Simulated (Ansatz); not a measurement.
This run works on a proposed trial structure, not on a known crystal.

Input and command of a plane-wave DFT calculation in Ansatz:

```yaml
crystal:
  lattice:
    - [3.4881431806, -3.8839260564, -0.0364037424]
    - [3.4881431806, 3.8839260564, -0.0364037424]
    - [-0.2755193676, 0.0, 4.5116440918]
  atoms:
    - { symbol: Al, position: [0.3428709326, 0.9774524924, 0.2563707482] }
    - { symbol: Al, position: [0.6571290674, 0.0225475076, 0.7436292518] }
    - { symbol: Al, position: [0.0225475076, 0.6571290674, 0.7436292518] }
    - { symbol: Al, position: [0.9774524924, 0.3428709326, 0.2563707482] }
    - { symbol: Ga, position: [0.5, 0.5, 0.0] }
    - { symbol: Ru, position: [0.8372949802, 0.8372949802, 0.2383941051] }
    - { symbol: Ru, position: [0.1627050198, 0.1627050198, 0.7616058949] }
basis:
  ecutwfc: 420
kpoints:
  mp_grid: { grid: [6, 6, 8] }
hamiltonian:
  xc: pbe
scf:
  occupations: { method: gaussian, width: 0.1 }
output:
  forces: true
  stress: true
  eigenvalues: true
relax:
  adjacent_minimum: "off"
  f_tol: 0.01
  max_steps: 30
  cell: { stress_tol: 0.1, fix: [volume] }
```

```bash
ansatz run input.yaml --threads 1 --pin off --max-ram 2560MiB --backend cpu --events-out ev --progress --plain --runs-dir out
```

Processor: Arm Neoverse V1, 1 thread, on a host shared with other jobs.

Q: Estimate time, memory and problem size.

A: About 100 s, peak memory 0.58 GiB. It solves 36 bands at 89 k points (after reduction by symmetry) with about 2393 plane waves, in 26 SCF iterations over 4 ionic steps.
